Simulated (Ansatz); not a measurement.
Data:

Nb3Si2:
Space group P4/mbm (No. 127); a = 6.732 Å, b = 6.732 Å, c = 3.502 Å, α = 90.00°, β = 90.00°, γ = 90.00°

| atom | site | symmetry | x | y | z |
|---|---|---|---|---|---|
| Nb | 2a | 4/m.. | 0.0000 | 0.0000 | 0.0000 |
| Nb | 4h | m.2m | 0.1717 | 0.3283 | 0.5000 |
| Si | 4g | m.2m | 0.3728 | 0.1272 | 0.0000 |

This is the r²SCAN-relaxed structure.

Question: All from DFT-r²SCAN in the program Ansatz with PAW potentials, unless another level is named. Give the electronic character.

Answer: metallic (no gap).

Question: What about the density of states at the Fermi level?

Answer: 0.67 states/eV per atom (mean over ±0.08 eV).

Question: Give the formation energy from the elements (no fitted shifts).

Answer: -0.71 eV/atom.

Question: What about the gap with spin–orbit coupling?

Answer: none (metallic).

The workflow started from a Materials Project entry (that database holds measured and hypothetical structures alike); the Crystallography Open Database copy checked does not list it. Its standing as an ambient phase is unchecked. The cell was relaxed with r²SCAN under the symmetry of its start; its stability against distortions is not shown here. No spin polarisation was allowed. The references are the lowest solids computed at this level, not always the standard phases. Spin–orbit coupling is left out wherever it is not named.

Potentials: the later of the program's two PAW sets.
